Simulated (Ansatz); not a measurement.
The cell below belongs to a search over invented structures; it isn't taken from experiment.

Input and command of a plane-wave DFT calculation in Ansatz:

```yaml
crystal:
  lattice:
    - [7.2830283754, 0.0, 0.0]
    - [0.0, 6.2390521984, 0.0]
    - [0.0, 0.0, 5.9409402718]
  atoms:
    - { symbol: Be, position: [0.5, 0.8158707442, 0.9995379402] }
    - { symbol: Be, position: [0.7493545618, 0.338666711, 0.9994880837] }
    - { symbol: Be, position: [0.2506454382, 0.338666711, 0.9994880837] }
    - { symbol: Be, position: [0.0, 0.1841292558, 0.4995379402] }
    - { symbol: Be, position: [0.2493545618, 0.661333289, 0.4994880837] }
    - { symbol: Be, position: [0.7506454382, 0.661333289, 0.4994880837] }
    - { symbol: Cd, position: [0.5, 0.1618121344, 0.5032112401] }
    - { symbol: Cd, position: [0.0, 0.8381878656, 0.0032112401] }
    - { symbol: S, position: [0.5, 0.7829184154, 0.3572685529] }
    - { symbol: S, position: [0.778113944, 0.3528588714, 0.3568724957] }
    - { symbol: S, position: [0.221886056, 0.3528588714, 0.3568724957] }
    - { symbol: S, position: [0.5, 0.153892908, 0.9272611079] }
    - { symbol: S, position: [0.0, 0.2170815846, 0.8572685529] }
    - { symbol: S, position: [0.278113944, 0.6471411286, 0.8568724957] }
    - { symbol: S, position: [0.721886056, 0.6471411286, 0.8568724957] }
    - { symbol: S, position: [0.0, 0.846107092, 0.4272611079] }
basis:
  ecutwfc: 420
kpoints:
  mp_grid: { grid: [4, 4, 4] }
hamiltonian:
  xc: pbe
scf:
  occupations: { method: gaussian, width: 0.02 }
output:
  forces: true
  stress: true
  eigenvalues: true
relax:
  adjacent_minimum: "off"
  f_tol: 0.01
  max_steps: 80
  cell: { stress_tol: 0.05 }
```

```bash
ansatz run input.yaml --threads 1 --pin off --max-ram 2560MiB --backend cpu --events-out ev --progress --plain --runs-dir out
```

Processor: AMD EPYC 7R43 64-Core Processor (Zen 3), 1 thread, on a host shared with other jobs.

How long does it run, and how much memory does it take?

About 4 min, peak memory 0.71 GiB. It solves 66 bands at 27 k points (after reduction by symmetry) with about 5283 plane waves (on the last cell), in 24 SCF iterations over 5 ionic steps.
